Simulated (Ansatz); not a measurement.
CdSiN2 in space group R-3m (No. 166; Cd on 3b, Si on 3a, N on 6c), plane-wave PAW r²SCAN+D4 (Ansatz code), all energies at zero smearing, with the estimated change up to a 700 eV cutoff added, with one set of potentials and settings (totals compare only within such a set). Cell of 4 atoms (1 Cd, 1 Si, 2 N): -9678.333 eV.

```json
[
 {"element": "Cd", "reference phase": "P6_3/mmc, 2 atoms in the cell", "E (eV/atom)": "-8268.3261"},
 {"element": "Si", "reference phase": "Fd-3m, 2 atoms in the cell", "E (eV/atom)": "-639.1856"},
 {"element": "N", "reference phase": "Pa-3, 8 atoms in the cell", "E (eV/atom)": "-384.8553"}
]
```

Formation energy per atom, worked out: (-9678.333 − 1×(-8268.3261) − 1×(-639.1856) − 2×(-384.8553))/4 = -0.278 eV/atom (-27 kJ per mol of atoms), at 0 K, without zero-point energy or fitted corrections.

The start of the workflow was typed in or built on a structure type; neither database checked (COD, Materials Project) lists it. Whether it is the stable phase at ambient conditions was not checked. The r²SCAN+D4 relaxation kept the symmetry of its start; its stability against distortions is not shown here. The volume moved by -44 % from the start of the relaxation. The references are the lowest solids computed at this level, not always the standard phases (solids in place of the gases).

Potentials: the later of the program's two PAW sets.
